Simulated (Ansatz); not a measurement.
One starting cell of KF (a generated cell, KF built in the rocksalt structure type) was relaxed twice with Ansatz (plane waves, PAW, scalar-relativistic): with r2SCAN at 500 eV and with PBE at 420 eV. The r2SCAN result:

```
KF
1.0
    0.00000     2.65916     2.65916
    2.65916     0.00000     2.65916
    2.65916     2.65916     0.00000
F K
1 1
Direct
  0.00000   0.00000   0.00000
  0.50000   0.50000   0.50000
```

```
quantity                          r2SCAN    PBE
--------------------------------  ------  -----
space group                        Fm-3m  Fm-3m
volume (Å³/atom)                   18.80    ___
a (Å)                              5.318    ___
gap (eV, no spin-orbit coupling)    6.91    ___
```

**Question.** Fill in the PBE column.

**Answer.** 
- volume (Å³/atom), PBE: 19.90
- a (Å), PBE: 5.420
- gap (eV, no spin-orbit coupling), PBE: 5.96

Both levels end in the same structure; PBE's volume is 5.8 % larger; its gap is 0.95 eV smaller. Neither column is exact.

No spin polarisation in the result.

Measured for KF: a 5.311 Å (0 K or low temperature; as listed in Klaus Doll, Hermann Stoll, Phys. Rev. B (1997)); gap 10.8 eV (as listed in Aguado et al., arXiv (1998)). Computed minus measured — a: r2SCAN +0.1 %, PBE +2.0 %; gap: r2SCAN -3.89 eV, PBE -4.84 eV. The computed values are for a static lattice, and a measured gap can be an optical one, lowered by exciton binding.

The run could not lose the symmetry of its start; a randomly shaken copy of 2 atoms returns to this structure.

All atoms sit on sites fixed by symmetry, so only the cell could relax.

Ansatz is a first-principles code.
